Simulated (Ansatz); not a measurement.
**Bi₂Se₃: Electric field gradients**

The cell is a COD entry whose atoms were relaxed with PBE, the cell held.

```
Bi Se
1.0
     2.07150    1.19598    9.54533
    -2.07150    1.19598    9.54533
     0.00000   -2.39196    9.54533
Bi Se
2 3
Direct
  0.40061 0.40061 0.40061
  0.59939 0.59939 0.59939
  0.00000 0.00000 0.00000
  0.21115 0.21115 0.21115
  0.78885 0.78885 0.78885
```

Atom numbers follow the list; atoms alike are taken as one site, whose name carries the number of the first.

Computed with Ansatz: DFT, PBE, plane waves and PAW, scalar-relativistic, 420 eV cutoff, Γ-centred 9×9×9 k-points, Fermi–Dirac smearing 0.02 eV.

Conventions: |V_zz| ≥ |V_yy| ≥ |V_xx|, η = (V_xx − V_yy)/V_zz, C_Q = eQV_zz/h.

209Bi: I = 9/2, Q = -516.0 mb. Nuclear quadrupole moments: year-2017 set (Pyykkö).

**Question.** Which values are expected at the nuclei?

**Answer.** 

```
site  atoms (order as listed)          first shell  V_zz (10²¹ V/m²)     η  C_Q (MHz)
  Bi                     1, 2  6 Se at 2.86–3.07 Å              0.67  0.00      -8.35
 Se3                        3       6 Bi at 3.07 Å              7.30  0.00          –
 Se4                     4, 5       3 Bi at 2.86 Å             -1.25  0.00          –
```

An axis of threefold or higher order runs through Bi, Se3 and Se4, so V_zz lies along it and η is zero.

Se has no stable isotope with a ground-state quadrupole moment in the table, so no C_Q is given.

Spin–orbit coupling is left out, which shifts gradients on Bi by a few per cent in wide-gap crystals, and can shift them far more where the calculated gap is small or absent, as here. With a gap of 0.2 eV on this mesh, small gradients can still move by 0.1 × 10²¹ V/m² or more as the k-mesh gets denser.

The relaxation (3 steps) took 24 s of wall time (90 s of CPU time) and 0.9 GiB at its peak, on 4 threads of Intel Xeon Platinum 8259CL CPU @ 2.50GHz (Skylake/Cascade Lake) (x86_64; 32 cores open to the job, memory cap 10.0 GiB, no GPU), a shared host with a load of 0.4 a core.
